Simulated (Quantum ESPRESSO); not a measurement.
Field gradients of CsPbCl₃ from PBE PAW (JTH datasets; density from pw.x of a modified build of Quantum ESPRESSO, gradients reconstructed from it by a script), 25 Ha, k-mesh 4×4×4 through Γ:

```yaml
crystal:
  lattice:
    - [5.67984, 0.00000, 0.00000]
    - [0.00000, 5.67984, 0.00000]
    - [0.00000, 0.00000, 5.67984]
  atoms:
    - { symbol: Cs, position: [0.00000, 0.00000, 0.00000] }
    - { symbol: Pb, position: [0.50000, 0.50000, 0.50000] }
    - { symbol: Cl, position: [0.00000, 0.50000, 0.50000] }
    - { symbol: Cl, position: [0.50000, 0.00000, 0.50000] }
    - { symbol: Cl, position: [0.50000, 0.50000, 0.00000] }
```
Geometry: a computed entry of the Materials Project; it was not checked against measured cells. It is CsPbCl3 in Pm-3m. Stability against distortions was not tested.

Vzz is the sum of three terms, each taken along its main axis: the smooth valence density, the ions (nucleus and frozen core) with the augmentation charges of all other spheres, and the all-electron minus smooth density in the atom's own sphere. The split hangs on the datasets.  Cores are frozen. Against all-electron runs on small test molecules, this scheme's |Vzz| missed by −3 to −9 % on Cl.

```json
[
 {"site": "Cl (atoms 3, 4, 5)", "smooth valence density": "-0.078", "ions and other spheres": "0.146", "own sphere": "?", "Vzz (a.u.)": "?"}
]
```

Problem. Fill in the missing entries.

Solution. 
- Cl (atoms 3, 4, 5), own sphere: 0.798
- Cl (atoms 3, 4, 5), Vzz (a.u.): 0.865
